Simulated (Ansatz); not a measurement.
TiAl$_{2}$:
```yaml
crystal:
  lattice:
    - [1.95003, -6.02684, 0.00000]
    - [1.95003, 6.02684, 0.00000]
    - [0.00000, 0.00000, 3.97236]
  atoms:
    - { symbol: Ti, position: [0.84374, 0.15626, 0.00000] }
    - { symbol: Ti, position: [0.15626, 0.84374, 0.00000] }
    - { symbol: Al, position: [0.50000, 0.50000, 0.00000] }
    - { symbol: Al, position: [0.00000, 0.00000, 0.50000] }
    - { symbol: Al, position: [0.67286, 0.32714, 0.50000] }
    - { symbol: Al, position: [0.32714, 0.67286, 0.50000] }
```

Relaxed with PBEsol. Special points in fractions of this cell's reciprocal vectors: Γ (0.000, 0.000, 0.000); Y (-0.500, 0.500, 0.000); C0 (-0.276, 0.724, 0.000); Σ0 (0.276, 0.276, 0.000); Z (0.000, 0.000, 0.500); A0 (0.276, 0.276, 0.500); E0 (-0.276, 0.724, 0.500); T (-0.500, 0.500, 0.500); S (0.000, 0.500, 0.000); R (0.000, 0.500, 0.500).

**Question.** List the band energies nearest the Fermi level at these points for DFT-PBEsol in the program Ansatz with PAW potentials.

**Answer.** In eV from the Fermi level; about four levels below and three above (degenerate sets whole), none deeper than 8.9 eV; points with the same levels are listed once.

| k | below | above |
|---|---|---|
| Γ | -1.61 -0.72 -0.54 -0.50 | 0.37 0.57 0.86 |
| Y | -1.76 -1.27 -0.70 -0.53 | 0.23 1.19 1.23 |
| C0 | -1.58 -1.17 -1.06 -0.32 | 0.92 1.01 1.11 |
| Z | -2.57 -1.56 -0.83 -0.20 | 0.08 0.56 1.05 |
| A0 | -2.07 -1.16 -0.79 -0.75 | 1.19 1.25 1.32 |
| T | -2.18 -2.11 -1.98 -0.84 | 0.07 0.83 0.95 |
| S | -1.66 -1.29 -0.99 -0.28 | 0.83 1.17 1.32 |
| R | -1.76 -1.51 -1.13 -0.56 | 1.26 1.31 1.35 |

Space group Cmmm. The first step of the workflow began from a Materials Project structure, measured or hypothetical; the Crystallography Open Database files this formula in space group No. 65, but the cells were not matched. Its standing as an ambient phase is unchecked. The PBEsol relaxation kept the symmetry of its start; its stability against distortions is not shown here. The run is not spin-polarised.

Potentials: the later of the program's two PAW sets.
